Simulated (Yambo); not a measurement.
Yambo run on SiO2 (space group I-42d, No. 122). The wavefunctions are PBEsol (Quantum ESPRESSO, PseudoDojo norm-conserving, 84 Ry, scalar-relativistic) ones on a 4×4×4 mesh (16 occupied bands); a = b = c = 5.063 Å, α = β = 121.42°, γ = 87.56°.

Yambo input:

```
rim_cut
gw0
dyson
el_el_corr
HF_and_locXC
cohsex
em1s
RandQpts= 1000000
RandGvec= 1 Ry
EXXRLvcs= 84 Ry
VXCRLvcs= 336 Ry
Chimod= "HARTREE"
% BndsRnXs
 1 | 165 |
%
NGsBlkXs= 8 Ry
% LongDrXs
 1.0 | 1.0 | 1.0 |
%
ExtendOut
% QPkrange
 1 | 1 | 16 | 17 |
%
```

k points by index: 1 = Γ.

Resulting energies as the program prints them:

```
#    K-point    Band    Eo [eV]    E [eV]    E-Eo [eV]    Vxc [eV]    Vnlxc [eV]    Sc|Eo [eV]    Re(Z)    Im(Z)
#
    1    16    0.000000    -4.071004    -4.071004    -19.56327    -25.59399    1.959714    1.000000    0.000000
    1    17    5.928665    6.308513    0.379848    -9.595542    -5.500375    -3.715319    1.000000    0.000000
```
(The two width columns are left out.) Convergence of these settings isn't established.

Geometry of the Materials Project entry, not relaxed at this level.

This is not the ordinary phase of the substance; no match was found in the copy of COD used, and its stability was not checked.
